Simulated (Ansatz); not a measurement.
**YGe2Rh2 squeezed and stretched**

A database entry relaxed whole under r2SCAN (I4/mmm):

```
Y Ge Rh
1.0
    -2.05653    2.05653    5.14353
     2.05653   -2.05653    5.14353
     2.05653    2.05653   -5.14353
Y Ge Rh
1 2 2
Direct
  0.00000 0.00000 0.00000
  0.37789 0.37789 0.00000
  0.62211 0.62211 0.00000
  0.75000 0.25000 0.50000
  0.25000 0.75000 0.50000
```

The cell was scaled uniformly, its shape held, and the atoms relaxed at each volume with plane-wave PAW DFT (Ansatz 0.2.0; r2SCAN, 500 eV, 11×11×11 Γ-centred mesh, fermi-dirac occupations of width 0.100 eV; no spin, no spin-orbit coupling). One row is withheld.

```json
{"volume (Å³/atom)": "16.359", "energy over the lowest (meV/atom)": "31.4", "pressure (GPa)": "10.46"}
{"volume (Å³/atom)": "16.707", "energy over the lowest (meV/atom)": "13.2", "pressure (GPa)": "6.55"}
{"volume (Å³/atom)": "17.055", "energy over the lowest (meV/atom)": "3.0", "pressure (GPa)": "3.09"}
{"volume (Å³/atom)": "17.403", "energy over the lowest (meV/atom)": "0.0", "pressure (GPa)": "0.01"}
{"volume (Å³/atom)": "17.751", "energy over the lowest (meV/atom)": "3.3", "pressure (GPa)": "-2.72"}
{"volume (Å³/atom)": "18.099", "energy over the lowest (meV/atom)": "?", "pressure (GPa)": "?"}
{"volume (Å³/atom)": "18.447", "energy over the lowest (meV/atom)": "25.9", "pressure (GPa)": "-7.27"}
```

**Question.** Fit the pressures of the other rows to the third-order Birch-Murnaghan form.

**Answer.** With f = [(V₀/V)^(2/3) − 1]/2 and P = 3B₀f(1 + 2f)^(5/2)[1 + 3(B₀′ − 4)f/2], least squares gives V₀ = 17.40 Å³ an atom, B₀ = 145 GPa and B₀′ = 5.0; the rows miss the fit by less than 0.01 GPa. The slope of the energies differs from these pressures by 0.14 GPa, since they are taken to zero smearing while pressures follow the free energy.

**Question.** What does the withheld row hold?

**Answer.** The fit gives -5.13 GPa at 18.099 Å³; the run gave -5.14 GPa and 12.1 meV an atom.

Caveats: the shape of the cell was held, so B₀ is an upper bound where the axes differ in stiffness; 0 K, fixed nuclei; the symmetry was kept, and this need not be the phase that is stable at 0 K; one mesh for all volumes; pressure is positive in compression.
